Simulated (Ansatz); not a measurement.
Ge₃C₃N₈ on the sites of β-Si3N4 (relaxed group P-6), relaxed with r2SCAN. Space group P-6 (No. 174), hexagonal; conventional cell a = 7.213 Å, c = 2.767 Å, 8.91 Å³ an atom. Ge is surrounded by 4 N at 1.78–1.88 Å; C is surrounded by 4 N at 1.41–1.63 Å; N is surrounded by 3 Ge at 1.80 Å; N is surrounded by 3 C at 1.47 Å; N is surrounded by 2 C at 1.63 Å and 1 Ge at 1.88 Å; N is surrounded by 1 C at 1.41 Å and 2 Ge at 1.78 Å.

```cif
data_structure
_symmetry_space_group_name_H-M 'P-6'
_symmetry_Int_Tables_number 174
_cell_length_a 7.2127
_cell_length_b 7.2127
_cell_length_c 2.7673
_cell_angle_alpha 90.000
_cell_angle_beta 90.000
_cell_angle_gamma 120.000
_cell_volume 124.68
loop_
_atom_site_label
_atom_site_type_symbol
_atom_site_symmetry_multiplicity
_atom_site_Wyckoff_symbol
_atom_site_fract_x
_atom_site_fract_y
_atom_site_fract_z
_atom_site_occupancy
Ge1 Ge 3 k 0.22937 0.84738 0.50000 1
C1 C 3 j 0.43403 0.24792 0.00000 1
N1 N 1 d 0.33333 0.66667 0.50000 1
N2 N 1 e 0.66667 0.33333 0.00000 1
N3 N 3 k 0.94882 0.61355 0.50000 1
N4 N 3 j 0.29322 0.02471 0.00000 1
```

The questions ask for values computed with Ansatz on this geometry. (Calculated; non-magnetic; the phase may be known or hypothetical.)

Given (6×6×10 mesh): The PBE gap is indirect, 1.84 eV (K to Γ), below the direct gap of 1.88 eV at Γ.

Question: Estimate the gap with r2SCAN on 6×6×10.

Answer: With r2SCAN the valence top lies at K and the conduction bottom at Γ, 2.16 eV higher; the smallest vertical gap, at Γ, is 2.20 eV. The gap differs by +0.32 eV from PBE's.

Question: Estimate the gap with HSE06 on 3×3×6.

Answer: With HSE06 the valence top lies at K and the conduction bottom at Γ, 3.26 eV higher; the smallest vertical gap, at Γ, is 3.30 eV. The gap differs by +1.42 eV from PBE's.

Question: How strongly does the crystal screen a field with clamped ions (r2SCAN)?

Answer: ε∞: 5.46 along x and y, 5.87 along z. Born charges, averaged over directions: Ge +3.44, C +2.63, N -2.57 to -2.07 e. The program notes that the ground state's band table doesn't vouch for all the bands that the response reads.

Question: What do these levels agree on?

Answer: r2SCAN covers 23 % of the step from PBE to HSE06. Direct and least gap lie within 0.04 eV at some levels, so the kind of gap isn't settled.

The meshes of the hybrids are coarse, so their gaps aren't converged to the digits shown.
